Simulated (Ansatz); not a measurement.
Relaxed candidate structures of SiOs:

A. P2₁3 (No. 198), cP8; a = 4.7578 Å, b = 4.7578 Å, c = 4.7578 Å, α = 90.00°, β = 90.00°, γ = 90.00°; Si 4a (0.836, 0.836, 0.836); Os 4a (0.124, 0.124, 0.124)

B. P6₃mc (No. 186), hP12; a = 4.0685 Å, b = 4.0685 Å, c = 12.2466 Å, α = 90.00°, β = 90.00°, γ = 120.00°; Si 2a (0.000, 0.000, 0.457); Si 2b (0.333, 0.667, 0.163); Si 2b (0.667, 0.333, 0.270); Os 2a (0.000, 0.000, 0.159); Os 2b (0.333, 0.667, 0.347); Os 2b (0.667, 0.333, 0.480)

Rank these by energy per atom (lowest first), as r2SCAN (plane waves to 500 eV, PAW, scalar-relativistic; Ansatz, an electronic-structure program) gives it.

A (reference, the lowest among the structures calculated here), B (+0.44 eV/atom)

Give each candidate's band gap.

No gap: B. A: 0.61 eV (no spin-orbit coupling).

Each run could gain symmetry but not lose that of its start, so entries can be saddle points. From databases, or of a type measured for this composition: P2₁3, cP8; the others are generated cells (placed on structure types, drawn at random, substituted or restacked) that were not matched to a known phase here. Static energies at zero pressure. The runs use different k-meshes, so differences are rounded accordingly. No spin polarisation in the result.
